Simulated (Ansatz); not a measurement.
# BiMo

```
Mo Bi
1.0
     0.00000    3.15776    3.15776
     3.15776    0.00000    3.15776
     3.15776    3.15776    0.00000
Mo Bi
1 1
Direct
  0.00000 0.00000 0.00000
  0.25000 0.25000 0.25000
```

Atoms are numbered in the order listed.

The cell was built from the zincblende type and relaxed in the same program, and has space group F-43m; it needn't be a known or the stable phase.

Spin polarisation is left out, and whether a magnetic state lies lower isn't shown here.

Spin–orbit coupling is left out, though it moves levels of the heavy atoms by tenths of an eV or more.

Methods: DFT, PBE, all-electron LAPW, scalar-relativistic (Ansatz 0.2.0); DFT, PBE, PAW with Ansatz's default frozen-core files, scalar-relativistic (Ansatz 0.2.0).

For LAPW: a Γ-centred 11×11×11 k mesh, Fermi–Dirac smearing of 0.08 eV, basis error target 0.5 meV/atom, no spin polarisation. PAW takes a cutoff of 420 eV at this cell. The Ansatz runs share mesh, smearing and spin set-up. Values come from LAPW unless marked.

```yaml
Band_gap: "none: with an odd electron count and no spin polarisation the bands can't all be full, a metal in this set-up (spin order or a larger cell could open a gap)"
Density_of_states_at_the_Fermi_level_0.2_eV_bin: 9.96 states/eV per cell
Volume_per_atom: 31.49 Å³
Pressure_at_this_cell: 0.01 GPa
```

Q: Bader charges (from the PAW run): what does the calculation give?

A: Mo1 +0.39, Bi2 -0.39 e.

Q: Give the computed value. Löwdin charges (with 0.08 e of the cell spilling out of the atomic basis, so their sizes and signs hang on that basis).

A: Mo1 0.06, Bi2 0.02 e.
